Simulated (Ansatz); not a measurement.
SiO2:
```xyz
6
Lattice="4.1848 0.0000 0.0000 0.0000 4.1848 0.0000 0.0000 0.0000 2.6684" Properties=species:S:1:pos:R:3 pbc="T T T"
Si     2.0924     2.0924     1.3342
Si     0.0000     0.0000     0.0000
O      2.9038     2.9038     0.0000
O      1.2810     1.2810     0.0000
O      3.3733     0.8114     1.3342
O      0.8114     3.3733     1.3342
```

Cartesian axes are those of the cell as given.

Give the high-frequency dielectric tensor and the Born effective charge tensors of the independent atoms from DFPT, the program Ansatz at the r²SCAN level (PAW).


ε∞:
```
3.20  0.00  0.00
0.00  3.20  0.00
0.00  0.00  3.37
```
Z* of atom 1 (Si), rows: field, columns: displacement, in e:
```
 3.84  -0.36   0.00
-0.36   3.84   0.00
 0.00   0.00   4.08
```
Z* of atom 3 (O), rows: field, columns: displacement, in e:
```
-1.92  -0.58   0.00
-0.58  -1.92   0.00
 0.00   0.00  -2.04
```

Static charges for comparison (Bader): Si1 +3.35, O3 -1.67 e. Born charges measure polarisation by displacement and can exceed these by far.

Space group P4_2/mnm (rutile). This is a known high-pressure phase of the composition, computed here at zero pressure and temperature. Symmetry was held in the r²SCAN relaxation; whether a distortion lowers the energy is not shown.

Potentials: the earlier of the program's two PAW sets. The files were generated under PBE; for other functionals the program regenerates the frozen cores, and for LDA and PBEsol the local potential too.
